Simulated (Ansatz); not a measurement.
# Zn: frozen-core PAW against all-electron methods

```xyz
2
Lattice="2.6648 0.0000 0.0000 -1.3324 2.3078 0.0000 0.0000 0.0000 5.0456" Properties=species:S:1:pos:R:3 pbc="T T T"
Zn    0.0000    1.5385    1.2614
Zn    1.3324    0.7693    3.7842
```

Atoms are numbered in the order listed.

The conventional cell has a = 2.665 Å, b = 2.665 Å, c = 5.046 Å, α = 90.00°, β = 90.00°, γ = 120.00°. Zn (atom 1) is surrounded by 12 Zn at 2.66 to 2.95 Å.

The cell comes from COD entry 9008522, which wasn't checked; take it as a given geometry. The listed cell was then made from it by scaling, straining or moving an atom.

Methods: DFT, PBEsol, PAW with Ansatz's default frozen-core files, scalar-relativistic (Ansatz 0.2.0); DFT, PBEsol, all-electron PAW with datasets made for the crystal, scalar-relativistic (Ansatz 0.2.0); DFT, PBEsol, all-electron LAPW, scalar-relativistic (Ansatz 0.2.0).

For PAW: a Γ-centred 16×16×8 k mesh, Fermi–Dirac smearing of 0.03 eV, cutoff 420 eV, no spin polarisation; the PAW files were made with PBE, and the program remakes their frozen cores for this functional. The crystal-made all-electron datasets (AE datasets) take a cutoff of 260 eV at this cell. LAPW targets a basis error of 0.25 meV/atom. The Ansatz runs share mesh, smearing and spin set-up. Plane-wave (PAW) pressures include the program's estimate of the Pulay term.

Stress and pressure are positive in compression.

In a metal, gradients converge slowly with the k mesh: the values move by tens of per cent from one mesh to another, at times in sign, so only the comparison on one mesh counts.

```
                             quantity    PAW  AE datasets   LAPW
                       pressure (GPa)  -6.25        -6.24  -6.24
                      stress xx (GPa)  -6.09        -6.06  -6.07
                      stress zz (GPa)  -6.57        -6.58  -6.58
field gradient Vzz at Zn1 (10²¹ V/m²)   4.43         4.46      –
```

PAW's pressure differs from the LAPW value by about 0.01 GPa or less.
